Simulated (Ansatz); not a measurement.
Two states of NiF₂

```
CELL_PARAMETERS angstrom
5.33066 0.91058 0.76379
-0.09484 6.31689 0.26892
1.10556 0.43787 4.71136
ATOMIC_POSITIONS crystal
Ni 0.06978 0.80632 0.70392
Ni 0.76625 0.16467 0.07177
Ni 0.37384 0.40084 0.82408
Ni 0.12424 0.25281 0.45207
F 0.44281 0.70596 0.03789
F 0.74205 0.45902 0.36068
F 0.77784 0.52956 0.80390
F 0.37030 0.01292 0.05469
F 0.98150 0.66337 0.31206
F 0.69248 0.78785 0.18567
F 0.51764 0.04084 0.58256
F 0.57260 0.73216 0.61047
```

The numbers come from plane-wave PAW DFT (Ansatz): r2SCAN, 500 eV, 4×3×4 (shifted by 0.5, 0, 0.5 steps) k points, gaussian occupations (width 0.1039 eV). Nothing was relaxed.

State A: Ni1 up, Ni2 up, Ni3 up, Ni4 up, F5 up, F9 up, F10 up, F12 up (collinear spin). State B: Ni1 up, Ni2 up, Ni3 down, Ni4 down, F5 down, F10 down, F12 down (collinear spin).

Which state is lower, and how do they differ?

State A is lower by 3.5 meV an atom at zero smearing; in free energy at this smearing B lies +4.6 meV an atom from A. So small a gap isn't resolved on this mesh where a state is a metal.

```csv
state,free energy (meV/atom),largest moment in a small sphere (μB),net moment (μB/cell),gap on mesh (eV),pressure (GPa),largest force (eV/Å)
A,0.0,1.50,8.21,metal,-1.3,6.68
B,4.6,1.59,2.02,0.24,-1.0,6.89
```

Origin: a disordered cell, so it need not be a known compound. Caveats: semilocal functionals often miss the gap of such magnets; the k mesh is coarse if the cell is a metal; atoms or cell far from equilibrium; an odd or shifted mesh can miss the band edges, so this level's true gap may be smaller; the gap is not wide against the smearing; gaps of Fe, Co and Ni magnets come out low on these datasets.
